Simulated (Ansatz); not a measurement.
A relaxation computed with Ansatz, from input to last step.

```yaml
crystal:
  lattice:
    - [4.1383947798, 0.0, 0.0]
    - [-2.0691973899, 3.5839550102, 0.0]
    - [0.0, 0.0, 4.9967300534]
  atoms:
    - { symbol: Mg, position: [0.0, 0.0, 0.0] }
    - { symbol: Mg, position: [0.3333333333, 0.6666666667, 0.625] }
    - { symbol: Mg, position: [0.6666666667, 0.3333333333, 0.375] }
    - { symbol: F, position: [0.3333333333, 0.6666666667, 0.138] }
    - { symbol: F, position: [0.6666666667, 0.3333333333, 0.862] }
basis:
  ecutwfc: 420
kpoints:
  mp_grid: { grid: [6, 6, 4] }
hamiltonian:
  xc: pbe
scf:
  occupations: { method: gaussian, width: 0.1 }
  lower_state_search: "off"
output:
  forces: true
  stress: true
  eigenvalues: true
relax:
  adjacent_minimum: "off"
  f_tol: 0.04
  max_steps: 70
  cell: { stress_tol: 0.4 }
```

```bash
ansatz run input.yaml --threads 1 --pin off --max-ram 2560MiB --backend cpu --events-out ev --progress --plain --runs-dir out
```

Theory: DFT PBE, scalar-relativistic, plane waves, PAW (Ansatz 0.2.0).

Of 46 frames 10 are shown, positions in Å and forces in eV/Å; the SCF threshold varies from step to step. Steps run on the plane waves of an earlier cell, with a Pulay correction in the pressure. The basis is chosen afresh for the last frame, the zero of the energies, and at times for earlier ones too; energy and pressure step there, also at an unchanged geometry. Here that happened at steps 12 (-100 meV/atom, 5.8 GPa), 21 (-44 meV/atom, 2.9 GPa), 30 (-20 meV/atom, 1.5 GPa), 37 (-10 meV/atom, 0.6 GPa); the frames before carry an error of that size.

```xyz
5
Lattice="4.1384 0.0000 0.0000 -2.0692 3.5840 0.0000 0.0000 0.0000 4.9967" Properties=species:S:1:pos:R:3:forces:R:3 pbc="T T T" step=1 free_energy_over_end_meV_per_atom=825.21 pressure_GPa=7.90
Mg    0.0000    0.0000    0.0000    0.0000    0.0000    0.0000
Mg    0.0000    2.3893    3.1230    0.0000    0.0000    0.4481
Mg    2.0692    1.1947    1.8738    0.0000    0.0000   -0.4481
F     0.0000    2.3893    0.6895    0.0000    0.0000   -0.8864
F     2.0692    1.1947    4.3072    0.0000    0.0000    0.8864
5
Lattice="4.2939 0.0000 0.0000 -2.1470 3.7186 0.0000 0.0000 0.0000 5.4743" Properties=species:S:1:pos:R:3:forces:R:3 pbc="T T T" step=6 free_energy_over_end_meV_per_atom=547.44 pressure_GPa=1.72
Mg    0.0000    0.0000    0.0000    0.0000    0.0000    0.0000
Mg    0.0000    2.4791    3.5113    0.0000    0.0000   -0.7855
Mg    2.1470    1.2395    1.9630    0.0000    0.0000    0.7855
F     0.0000    2.4791   -0.1070    0.0000    0.0000    0.3940
F     2.1470    1.2395    5.5813    0.0000    0.0000   -0.3940
5
Lattice="3.7977 0.0000 0.0000 -1.8988 3.2889 0.0000 0.0000 0.0000 6.4019" Properties=species:S:1:pos:R:3:forces:R:3 pbc="T T T" step=11 free_energy_over_end_meV_per_atom=451.74 pressure_GPa=0.02
Mg    0.0000    0.0000    0.0000    0.0000    0.0000    0.0000
Mg    0.0000    2.1926    4.0317    0.0000    0.0000    0.0027
Mg    1.8988    1.0963    2.3702    0.0000    0.0000   -0.0027
F     0.0000    2.1926   -0.4706    0.0000    0.0000   -0.0112
F     1.8988    1.0963    6.8725    0.0000    0.0000    0.0112
5
Lattice="3.5661 0.0000 0.0000 -1.7830 3.0883 0.0000 0.0000 0.0000 7.3865" Properties=species:S:1:pos:R:3:forces:R:3 pbc="T T T" step=16 free_energy_over_end_meV_per_atom=191.33 pressure_GPa=0.95
Mg    0.0000    0.0000    0.0000    0.0000    0.0000    0.0000
Mg    0.0000    2.0589    4.6805    0.0000    0.0000    0.0238
Mg    1.7830    1.0294    2.7059    0.0000    0.0000   -0.0238
F     0.0000    2.0589   -0.6872    0.0000    0.0000   -0.0456
F     1.7830    1.0294    8.0737    0.0000    0.0000    0.0456
5
Lattice="3.4094 0.0000 0.0000 -1.7047 2.9526 0.0000 0.0000 0.0000 7.8484" Properties=species:S:1:pos:R:3:forces:R:3 pbc="T T T" step=21 free_energy_over_end_meV_per_atom=121.65 pressure_GPa=2.97
Mg    0.0000    0.0000    0.0000    0.0000    0.0000    0.0000
Mg    0.0000    1.9684    4.9793    0.0000    0.0000    0.0082
Mg    1.7047    0.9842    2.8691    0.0000    0.0000   -0.0082
F     0.0000    1.9684   -0.7767    0.0000    0.0000   -0.0055
F     1.7047    0.9842    8.6251    0.0000    0.0000    0.0055
5
Lattice="3.2330 0.0000 0.0000 -1.6165 2.7999 0.0000 0.0000 0.0000 9.0206" Properties=species:S:1:pos:R:3:forces:R:3 pbc="T T T" step=26 free_energy_over_end_meV_per_atom=68.58 pressure_GPa=0.08
Mg    0.0000    0.0000    0.0000    0.0000    0.0000    0.0000
Mg    0.0000    1.8666    5.7281    0.0000    0.0000    0.0604
Mg    1.6165    0.9333    3.2925    0.0000    0.0000   -0.0604
F     0.0000    1.8666   -0.8800    0.0000    0.0000   -0.0350
F     1.6165    0.9333    9.9005    0.0000    0.0000    0.0350
5
Lattice="3.1940 0.0000 0.0000 -1.5970 2.7661 0.0000 0.0000 0.0000 9.3246" Properties=species:S:1:pos:R:3:forces:R:3 pbc="T T T" step=31 free_energy_over_end_meV_per_atom=40.68 pressure_GPa=1.47
Mg    0.0000    0.0000    0.0000    0.0000    0.0000    0.0000
Mg    0.0000    1.8441    6.0027    0.0000    0.0000   -0.0229
Mg    1.5970    0.9220    3.3219    0.0000    0.0000    0.0229
F     0.0000    1.8441   -0.8985    0.0000    0.0000    0.0281
F     1.5970    0.9220   10.2231    0.0000    0.0000   -0.0281
5
Lattice="3.1433 0.0000 0.0000 -1.5716 2.7221 0.0000 0.0000 0.0000 10.1852" Properties=species:S:1:pos:R:3:forces:R:3 pbc="T T T" step=36 free_energy_over_end_meV_per_atom=23.59 pressure_GPa=0.08
Mg    0.0000    0.0000    0.0000    0.0000    0.0000    0.0000
Mg    0.0000    1.8148    6.5031    0.0000    0.0000    0.0047
Mg    1.5716    0.9074    3.6821    0.0000    0.0000   -0.0047
F     0.0000    1.8148   -0.9257    0.0000    0.0000    0.0083
F     1.5716    0.9074   11.1109    0.0000    0.0000   -0.0083
5
Lattice="3.1138 0.0000 0.0000 -1.5569 2.6966 0.0000 0.0000 0.0000 10.9809" Properties=species:S:1:pos:R:3:forces:R:3 pbc="T T T" step=41 free_energy_over_end_meV_per_atom=8.06 pressure_GPa=0.08
Mg    0.0000    0.0000    0.0000    0.0000    0.0000    0.0000
Mg    0.0000    1.7978    6.9313    0.0000    0.0000   -0.0054
Mg    1.5569    0.8989    4.0496    0.0000    0.0000    0.0054
F     0.0000    1.7978   -0.9372    0.0000    0.0000   -0.0206
F     1.5569    0.8989   11.9182    0.0000    0.0000    0.0206
5
Lattice="3.1057 0.0000 0.0000 -1.5528 2.6896 0.0000 0.0000 0.0000 11.5418" Properties=species:S:1:pos:R:3:forces:R:3 pbc="T T T" step=46 free_energy_over_end_meV_per_atom=0.00 pressure_GPa=-0.02
Mg    0.0000    0.0000    0.0000    0.0000    0.0000    0.0000
Mg    0.0000    1.7931    7.2120    0.0000    0.0000    0.0141
Mg    1.5528    0.8965    4.3298    0.0000    0.0000   -0.0141
F     0.0000    1.7931   -0.9460    0.0000    0.0000    0.0219
F     1.5528    0.8965   12.4878    0.0000    0.0000   -0.0219
```

The start puts this composition into another compound's structure type, which needn't suit it. The cell swells from 14.8 to 19.3 Å³ an atom, so the end can be far from any stable crystal. At the end the space group is P-3m1 (tolerance 0.05 Å).

It took 4 min on 1 thread of Intel(R) Xeon(R) Platinum 8259CL CPU @ 2.50GHz (Skylake/Cascade Lake) (shared host), peak memory 0.43 GiB.

The k mesh is coarse. Spin polarisation was left out, and a magnetic state may lie lower.